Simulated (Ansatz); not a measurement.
Single point in Ansatz 0.2.0 with m-r2SCAN, no spin polarisation. Cutoff 500 eV, PAW datasets, 4×3×4 (shifted by 0, 0, 0.5 steps) k mesh, fermi-dirac filling (width 0.1 eV).

Computed maps in the lattice plane spanned by a (left to right, 5.02 Å, 15 points from zero) and b (bottom to top, 5.85 Å, 18 points from zero), 79° apart, at height 0.964 along c. The fields are smooth PAW ones with compensation charges, not the true ones near nuclei.

Valence density. Digits on a logarithmic scale: 0 up to 0.03 e/Å³, each further digit a factor of 1.6, 9 from 1.3 e/Å³ up:
```
333334799999754
555544699999865
799865579999766
999986557887656
999997555665557
999998555555446
899997555655445
579986667886544
445655689999644
333344699999853
222234589999964
211123469999963
100113457999753
100012345676542
100012455665432
100123467765432
111124589997532
222234699999643
```

ELF. Ten even steps from '0' (0.04) to '9' (0.89):
```
211122376157322
111122257457422
233212226775332
356531212442221
479742222222221
479852233333321
256642221222221
124421222442122
111112335775112
111123357557411
111122247427621
000012115777521
000012212565210
000012333332100
000011233333210
000001112333321
100011136652221
111111267775112
```

Task: The cell is Cd$_{2}$Ru. Which atoms lie within 0.2 Å of this plane, and where (fractions of a and b)?

Result: Cd at (0.14, 0.69), Ru at (0.64, 0.40), Ru at (0.61, 0.93). The whole cell:
```
CELL_PARAMETERS angstrom
4.61613 0.99390 -1.70312
-0.10852 5.84151 -0.32004
0.25276 0.30146 4.63460
ATOMIC_POSITIONS crystal
Cd 0.19002 0.89332 0.46670
Cd 0.14300 0.69007 0.96412
Cd 0.75141 0.61345 0.46658
Cd 0.51577 0.20476 0.41817
Ru 0.63757 0.40481 0.94186
Ru 0.61176 0.92891 0.97005
```

Origin: a disordered cell, so it need not be a known compound. Caveats: the k mesh is coarse if the cell is a metal; m-r2SCAN is r2SCAN with a changed spin dependence that lowers moments.
